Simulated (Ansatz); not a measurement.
Q: Name crystals whose computed values (plane-wave PAW r²SCAN (Ansatz code)) fall in these windows: highest Γ mode, no LO–TO term (cm⁻¹) 710 to 960; HSE06 gap (eV) 1.5 to 1.9.

A: 

```json
[
 {"crystal": "BP, wurtzite", "highest Γ mode, no LO–TO term (cm⁻¹)": "815", "HSE06 gap (eV)": "1.70"}
]
```
Others may fit too.

Not the usual ambient phase: BP, wurtzite. The cell was relaxed under the symmetry of its start.

Potentials: the earlier of the program's two PAW sets.
